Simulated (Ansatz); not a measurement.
Input:

C:
```cif
data_C8
_chemical_formula_sum 'C8'
_space_group_name_H-M_alt 'Fd-3m :1'
_space_group_IT_number 227
_space_group_name_Hall 'F 4d 2 3 -1d'
_cell_length_a 3.55688
_cell_length_b 3.55688
_cell_length_c 3.55688
_cell_angle_alpha 90.000
_cell_angle_beta 90.000
_cell_angle_gamma 90.000
loop_
_atom_site_label
_atom_site_type_symbol
_atom_site_symmetry_multiplicity
_atom_site_Wyckoff_symbol
_atom_site_fract_x
_atom_site_fract_y
_atom_site_fract_z
_atom_site_occupancy
C1 C 8 a 0.00000 0.00000 0.00000 1
```
(The calculation used a cell of 2 atoms; values per cell refer to that cell.)

This is the PBE+D3(BJ)-relaxed structure.

All from PBE+D3(BJ) (plane waves, PAW; program Ansatz), unless another level is named. Predict the band gap.

4.15 eV (indirect).

Predict the smallest direct gap on the standard path.

5.62 eV.

What about the conduction-band minimum?

on the Γ–X line, 73 % of the way from Γ (6 equivalent valleys).

Predict the valence-band maximum.

at Γ.

The cell was relaxed with PBE+D3(BJ) under the symmetry of its start.

Potentials: the later of the program's two PAW sets.
